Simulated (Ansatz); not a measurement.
## YSi: pressure against volume

YSi, Cmcm, a = 4.234 Å, b = 10.453 Å, c = 3.808 Å. The structure is a Materials Project entry; whether it is the stable form wasn't checked. Ansatz: PBEsol, PAW, 420 eV, Γ-centred 10×10×12 mesh on 4 atoms, Gaussian smearing 0.10 eV; no spin polarisation. Shape and atoms are relaxed at each volume; pressure is positive in compression.

| V (Å³/atom) | P (GPa) |
| --- | --- |
| 19.804 | 6.73 |
| 20.436 | 3.10 |
| 21.068 | 0.00 |
| 21.701 | ? |
| 22.333 | -4.95 |

Take V0 = 21.068 Å³/atom, fit the third-order Birch–Murnaghan form to the other rows, and predict the missing pressure.

With the Eulerian strain f = ½[(V0/V)^(2/3) − 1] and y = P/[3f(1 + 2f)^(5/2)], the form is the line y = B0 + 1.5 B0 (B0′ − 4) f. Rows (f, y): 0.02106, 96.1; 0.01026, 95.7; -0.01906, 95.4. Means f = 0.004087, y = 95.733; Σ(Δf)² = 0.0008620, ΣΔfΔy = 0.01373; the slope is their ratio. y = 95.67 + 15.93 f GPa, so B0 = 95.7 GPa and B0′ = 4 + 2 × (15.93)/(3 × 95.67) = 4.11. At V = 21.701, f = -0.00977, y = 95.51 and P = -2.66 GPa. The run gave -2.67 GPa, so the fit is 0.01 GPa too high, a small miss on the scale of the series.